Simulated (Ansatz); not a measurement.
## CaMn₂P₂H₄O₁₀, one structure, two calculations

Cell: a computed structure from the Materials Project (it need not be an observed phase).

```
Ca Mn H P O
1.0
     5.40437    0.00000    0.00000
     1.64372    5.45663    0.00000
     2.60008    1.41641    7.64141
Ca Mn H P O
1 2 4 2 10
Cartesian
  3.1375 5.0954 0.9790
  4.5827 2.9727 4.2407
  3.4603 4.3005 7.4766
  7.0221 3.4563 2.4997
  5.9098 4.6953 2.1508
  7.4060 3.3379 5.3918
  2.8243 2.0036 5.9279
  3.6896 1.5758 1.5073
  6.1973 5.4951 5.7784
  2.5935 1.7197 0.4081
  4.9202 5.7642 2.3227
  7.1429 5.4003 7.0120
  5.0587 1.0915 4.7946
  3.6483 2.8761 2.3941
  5.1216 1.3702 0.9520
  6.1055 4.1074 5.0520
  4.7952 5.8663 6.4008
  2.9284 2.9719 5.6468
  6.6016 3.9865 1.7947
```

Atoms are numbered from 1 in the order listed; like atoms form one site, named after its first atom.

First run. All values are calculated (Ansatz; DFT, PBE, plane waves and PAW, scalar-relativistic, collinear spin, 420 eV cutoff, Γ-centred 5×4×3 k-points, Fermi–Dirac smearing 0.02 eV), not measured. Start moments as typed (μB): 5 on each Mn, none on the rest.

| site | atom | V_zz (10²¹ V/m²) | η | m (μB) |
| --- | --- | --- | --- | --- |
| Ca | 1 | -3.10 | 0.17 | 0.00 |
| Mn2 | 2 | 5.44 | 0.56 | 3.95 |
| Mn3 | 3 | -3.95 | 0.92 | -4.11 |
| H4 | 4 | 3.92 | 0.06 | 0.00 |
| H5 | 5 | 1.55 | 0.18 | 0.00 |
| P8 | 8 | -1.05 | 0.81 | 0.00 |
| P9 | 9 | -1.60 | 0.44 | 0.00 |
| O12 | 12 | 9.10 | 0.50 | -0.03 |
| O13 | 13 | 9.58 | 0.32 | 0.05 |
| O14 | 14 | 8.85 | 0.44 | 0.03 |
| O15 | 15 | 9.24 | 0.29 | -0.03 |
| O16 | 16 | 9.46 | 0.69 | 0.03 |
| O18 | 18 | -9.36 | 0.81 | 0.00 |
| O19 | 19 | -11.75 | 0.96 | -0.01 |

Second run. The same atoms and settings, except that the functional is r2SCAN and the cutoff is 500 eV.

Question: Given the first result, estimate the second.

Answer: 

```
site  atom    V_zz     η  change of V_zz  m (μB)
  Ca     1   -3.13  0.18           -0.03    0.00
 Mn2     2    5.77  0.62           +0.33    4.04
 Mn3     3   -4.28  0.86           -0.33   -4.19
  H4     4    3.83  0.06           -0.09    0.00
  H5     5    1.44  0.19           -0.11    0.00
  P8     8   -1.13  0.81           -0.08    0.00
  P9     9   -1.72  0.43           -0.12    0.00
 O12    12    9.33  0.47           +0.23   -0.02
 O13    13    9.73  0.31           +0.15    0.04
 O14    14    9.10  0.40           +0.25    0.02
 O15    15    9.41  0.25           +0.17   -0.03
 O16    16    9.59  0.67           +0.13    0.03
 O18    18   -9.90  0.79           -0.54    0.00
 O19    19  -12.15  0.97           -0.40   -0.01
```

The largest change of V_zz is on O18, from -9.36 to -9.90. In per cent, |V_zz| changes by +1 on Ca, +6 to +8 on Mn, -7 to -2 on H, +8 on P, +1 to +6 on O (all sites that start above 0.5). The table leaves out 5 of the 19 sites, with |V_zz| up to 9.79; their tensors move by 0.27 at most along any direction. The statements above cover all sites.

The moments were started parallel, and the run ended with some of them reversed. The program didn't check the stability of this electronic state in full, so a lower one may lie near. The lattice is static: at room temperature water may turn and average the couplings of its hydrogen. The magnetic order is the one that the run reached from its start moments, not necessarily the measured one.
For the first run: The largest force is 0.5 eV/Å, so the atoms aren't at the calculated equilibrium and relaxing them would move these values.
For the second run: At this cell the principal stresses reach 5 GPa in size with r2SCAN, which can matter for small gradients. The largest force is 0.6 eV/Å, so the atoms aren't at the calculated equilibrium and relaxing them would move these values.
